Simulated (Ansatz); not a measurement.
Total density of states per atom from DFT-PBE in the program Ansatz with PAW potentials, in 0.25 eV bins, energy from the valence-band maximum:

```
E (eV) | states/eV/atom
    -7.85 |  0.00
    -7.60 | # 0.06
    -7.35 | ##### 0.34
    -7.10 | ########## 0.71
    -6.85 | ########## 0.69
    -6.60 | ######### 0.60
    -6.35 | ##### 0.38
    -6.10 | ###### 0.42
    -5.85 | ###### 0.43
    -5.60 | ###### 0.45
    -5.35 | ####### 0.51
    -5.10 | ###### 0.44
    -4.85 | ######## 0.53
    -4.60 | ########## 0.69
    -4.35 | ############# 0.90
    -4.10 | ############## 0.95
    -3.85 | ############# 0.89
    -3.60 | ########## 0.73
    -3.35 | ########### 0.80
    -3.10 | ########## 0.67
    -2.85 | ########### 0.80
    -2.60 | ######### 0.66
    -2.35 | ##### 0.33
    -2.10 | ### 0.20
    -1.85 | ## 0.14
    -1.60 | ########### 0.79
    -1.35 | ################ 1.13
    -1.10 | ############### 1.05
    -0.85 | ############################## 2.09
    -0.60 | ######### 0.65
    -0.35 | ######################## 1.69
    -0.10 | ######### 0.61
     0.15 |  0.00
     0.40 |  0.00
     0.65 |  0.00
     0.90 | # 0.09
     1.15 | ########## 0.70
     1.40 | ################ 1.10
     1.65 | ############# 0.94
     1.90 | ################# 1.19
     2.15 | ############## 0.95
     2.40 | ####### 0.52
     2.65 | ############ 0.84
     2.90 | ############## 1.00
     3.15 | ####### 0.48
     3.40 | ### 0.18
     3.65 |  0.01
     3.90 |  0.00
     4.15 |  0.00
     4.40 |  0.00
     4.65 |  0.00
     4.90 |  0.00
     5.15 |  0.01
     5.40 | # 0.09
     5.65 | ## 0.16
```

Q: Which of these materials gives this?
(A) HgS, P3_221 (Hg on 3a, S on 3b)
(B) SiS2, R3m (Si on 3a, S on 3a, S on 3a)
(C) FeS2, Pnnm (Fe on 2a, S on 4g)
(D) ReSe2, R3m (Re on 3a, Se on 3a, Se on 3a)

A: C, FeS2, Pnnm (Fe on 2a, S on 4g). Top 1 eV of the valence band: Fe 3d 85 %, S 3p 10 %. Bottom 1 eV of the conduction band: Fe 3d 53 %, S 3p 36 %, S 3s 8 %. Projections are on Löwdin-orthogonalised atomic valence shells; empty p or d shells of many metals are not among them.

Symmetry was held in the PBE relaxation. The workflow began spin-polarised and lost its moments.

Potentials: the later of the program's two PAW sets.
